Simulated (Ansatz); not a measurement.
HfO2 (rutile, P4_2/mnm), the program Ansatz at the LDA level (PAW), all energies at zero smearing, with the estimated change up to a 700 eV cutoff added, with one set of potentials and settings (totals compare only within such a set). Cell of 6 atoms (2 Hf, 4 O): -33185.913 eV.

| element | reference phase | E (eV/atom) |
|---|---|---|
| Hf | P6_3/mmc, 2 atoms in the cell | -15476.8591 |
| O | C2/m, 4 atoms in the cell, spin-polarised | -552.6518 |

Formation energy per atom, worked out: (-33185.913 − 2×(-15476.8591) − 4×(-552.6518))/6 = -3.598 eV/atom (-347 kJ per mol of atoms), at 0 K, without zero-point energy or fitted corrections.

The workflow started from a Materials Project entry (that database holds measured and hypothetical structures alike); the Crystallography Open Database copy checked does not list it. It is not the phase usual at ambient conditions (space group No. 14, 29). The LDA relaxation kept the symmetry of its start; of distortions, only those at the zone centre were tested. The run is not spin-polarised. The references are the lowest solids computed at this level, not always the standard phases (solids in place of the gases). Scalar-relativistic: spin–orbit coupling is off unless named, which matters more the heavier the elements.

Potentials: the later of the program's two PAW sets.
